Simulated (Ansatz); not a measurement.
LiBr:
```xyz
4
Lattice="4.1363 0.0000 0.0000 -2.0681 3.5821 0.0000 0.0000 0.0000 6.6163" Properties=species:S:1:pos:R:3 pbc="T T T"
Li     2.0681     1.1940     5.8091
Li     0.0000     2.3881     2.5009
Br     2.0681     1.1940     3.2884
Br     0.0000     2.3881     6.5965
```

The program Ansatz at the PBEsol level (PAW) gives a gap of 4.82 eV without spin–orbit coupling, maximum at Γ, minimum at Γ.

Q: What happens when spin–orbit coupling is switched on?

A: The gap falls by 0.14 eV, to 4.68 eV; maximum at Γ, minimum at Γ.

Q: Give the electron effective mass with spin–orbit coupling.

A: 0.39 mₑ (isotropic).

Q: Give the hole effective mass with spin–orbit coupling.

A: 0.53, 1.9, 1.9 mₑ (principal values).

Space group P6_3mc (wurtzite). The workflow started from a Materials Project entry (that database holds measured and hypothetical structures alike); the Crystallography Open Database copy checked does not list it. It is not the phase usual at ambient conditions (space group No. 225). The cell was relaxed with PBEsol under the symmetry of its start; its stability against distortions is not shown here.

Potentials: the later of the program's two PAW sets.
